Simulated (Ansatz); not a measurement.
A geometry of Au away from equilibrium: step 4 of the relaxation of a relaxed Au cell, doubled along one cell vector, shaken by Gaussian noise of σ = 0.08 Å a coordinate. Calculation: PBE (plane waves to 420 eV, PAW, scalar-relativistic; Ansatz, a first-principles code). Γ-centred k-mesh 12×12×2 on the run's cell (coarser than for final values), Fermi–Dirac smearing 0.05 eV.

```xyz
8
Lattice="2.7988 -0.0030 0.0024 -0.0030 2.7974 0.0260 0.0172 0.1851 19.8016" Properties=species:S:1:pos:R:3:forces:R:3 pbc="T T T" free_energy=-105208.846 pressure_GPa=-0.1
Au     1.4945     1.4800     7.2311    0.0044    0.0757    0.0970
Au     1.2994     1.4963    17.0915    0.0037   -0.0215    0.0271
Au     1.5660     1.5517     2.7431    0.0181    0.0124   -0.0280
Au     1.3430     1.6502    12.5979   -0.0123    0.0504   -0.1505
Au     0.1405     0.1336     4.9719   -0.0077   -0.0310    0.0157
Au    -0.0416     0.1565    14.8276   -0.0219    0.0135    0.0025
Au     1.4032     1.5266     0.0153   -0.0040    0.0181   -0.0172
Au     1.6328     0.9615     9.9318    0.0196   -0.1177    0.0535
```

Positions in Å, forces in eV/Å, free energy of the cell in eV (comparable only within this code, potentials and settings). Largest force: 0.16 eV/Å, on Au4 (atoms numbered as listed); the geometry lies 0.11 eV/atom above the end of its relaxation.

No spin polarisation in the result.

Of the parent cell (P4/mmm (No. 123)): it is a generated cell of Au: the first start was made by a random draw of sites in a space group, and the end was not matched to a known phase here, so it may be hypothetical. Known forms of Au include space group No. 225.
